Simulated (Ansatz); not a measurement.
# Pt₃Pb

```
CELL_PARAMETERS angstrom
4.05800 0.00000 0.00000
0.00000 4.05800 0.00000
0.00000 0.00000 4.05800
ATOMIC_POSITIONS crystal
Pt 0.00000 0.50000 0.50000
Pt 0.50000 0.00000 0.50000
Pt 0.50000 0.50000 0.00000
Pb 0.00000 0.00000 0.00000
```

Atom numbers follow the list: Pt1, Pt2, Pt3, Pb4.

The cell comes from COD entry 1523554, which wasn't checked; take it as a given geometry.

No spin–orbit coupling, which matters for the heavy atoms here.

All numbers are computed: DFT, LDA, all-electron LAPW, scalar-relativistic (Ansatz 0.2.0); DFT, LDA, PAW with Ansatz's default frozen-core files, scalar-relativistic (Ansatz 0.2.0).

For LAPW: a Γ-centred 9×9×9 k mesh, Fermi–Dirac smearing of 0.03 eV, basis error target 1 meV/atom, no spin polarisation. PAW takes a cutoff of 420 eV at this cell (files made with PBE, cores remade for this functional). The Ansatz runs share mesh, smearing and spin set-up. Values come from LAPW unless marked.

```yaml
Pressure_at_this_cell: -2.86 GPa
Band_gap: none at this level of theory (metallic, semimetallic, or a small gap that the functional closes)
Density_of_states_at_the_Fermi_level_0.2_eV_bin: 0.88 states/eV per cell
Löwdin_charges_with_0.40_e_of_the_cell_spilling_out_of_the_atomic_basis_so_their_sizes_and_signs_hang_on_that_basis: Pt1 0.17, Pb4 -0.11 e
Bader_charges_from_the_PAW_run: Pt1 -0.30, Pb4 +0.91 e
Volume_per_atom: 16.71 Å³
```
